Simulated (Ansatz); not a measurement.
## Trial structures of ScGa3As2: starts and ends

All numbers below come from Ansatz, DFT PBE, scalar-relativistic, plane waves, PAW. Settings: cutoff 420 eV, Γ-centred meshes spaced at most about 0.3 Å⁻¹, and about 0.25 Å⁻¹ or finer for metals (2π included), Gaussian smearing. No spin polarisation in the final relaxations.

Each guess was relaxed in cell and atoms at zero pressure, within the symmetry of its start. These are static total energies at zero pressure. Coordination counts As atoms around Ga and Sc (those within 1.25 times the shortest such distance or 1.15 times the sum of covalent radii, 1.27 where that leaves under three; a plus sign parts nearer from farther groups; the shortest distance is added where it exceeds 1.18 times the sum of covalent radii; a slash parts the counts of unlike sites).

| guess | made from | start group | V start (Å³/atom) | end group | V end (Å³/atom) | coordination at the end | gap on mesh (eV) | E over the lowest end (meV/atom) |
| --- | --- | --- | --- | --- | --- | --- | --- | --- |
| 1 | Li3YSb2 type | P-3m1 | 22.1 | P-3m1 | 21.1 | Sc 6, Ga 3/6 from 3.9 Å | 0 | 0 |
| 2 | Ti2CuSb3 type | P-4m2 | 20.5 | ? | ? | ? | ? | ? |
| 3 | random cell | P6/mmm | 14.7 | P6/mmm | 20.3 | Sc 12 from 4.0 Å, Ga 2/6 from 2.9 Å | 0 | 457 |
| 4 | random cell | P4mm | 20.9 | P4mm | 22.2 | Sc 4, Ga 1+1/4 | 0 | 246 |

Guess 2 as it starts:

```cif
data_structure
_symmetry_space_group_name_H-M 'P 1'
_symmetry_Int_Tables_number 1
_cell_length_a 3.8244
_cell_length_b 3.8244
_cell_length_c 8.4255
_cell_angle_alpha 90.000
_cell_angle_beta 90.000
_cell_angle_gamma 90.000
_cell_volume 123.23
loop_
_atom_site_label
_atom_site_type_symbol
_atom_site_fract_x
_atom_site_fract_y
_atom_site_fract_z
_atom_site_occupancy
Sc1 Sc 0.00000 0.00000 0.00000 1
Ga1 Ga 0.00000 0.50000 0.38350 1
Ga2 Ga 0.50000 0.00000 0.61650 1
Ga3 Ga 0.50000 0.50000 0.00000 1
As1 As 0.00000 0.50000 0.73150 1
As2 As 0.50000 0.00000 0.26850 1
```

Q: Predict the end of this guess and its energy over the lowest end.

A: It ends in space group P-4m2 (No. 115), with a = 4.080 Å, c = 6.866 Å, 19.0 Å³/atom and no gap. It lies 36 meV/atom over the lowest end, above guess 1 and below guess 4. Counting As atoms around Ga and Sc, this end has Sc 4, Ga 4 from 2.9 Å/1+4 and the lowest (guess 1) has Sc 6, Ga 3/6 from 3.9 Å.

```cif
data_structure
_symmetry_space_group_name_H-M 'P 1'
_symmetry_Int_Tables_number 1
_cell_length_a 4.0800
_cell_length_b 4.0800
_cell_length_c 6.8660
_cell_angle_alpha 90.000
_cell_angle_beta 90.000
_cell_angle_gamma 90.000
_cell_volume 114.29
loop_
_atom_site_label
_atom_site_type_symbol
_atom_site_fract_x
_atom_site_fract_y
_atom_site_fract_z
_atom_site_occupancy
Sc1 Sc 0.00000 0.00000 0.00000 1
Ga1 Ga 0.00000 0.50000 0.31912 1
Ga2 Ga 0.50000 0.00000 0.68088 1
Ga3 Ga 0.50000 0.50000 0.00000 1
As1 As 0.00000 0.50000 0.69287 1
As2 As 0.50000 0.00000 0.30713 1
```

Energies over the elements count from the elements' standard structures at the same level, with no fitted energy shifts.

Q: Is the lowest end bound against the elements?

A: Yes: its formation energy is −0.39 eV/atom. Whether it is stable depends on the other phases of the system, which aren't compared here.

The reference form of As is held partly by dispersion forces, which this level lacks. Cells relaxed within their symmetry can be saddle points. A lower structure may well exist outside this small set. Some candidate types were left out of the draw beforehand, so a known form may be missing.
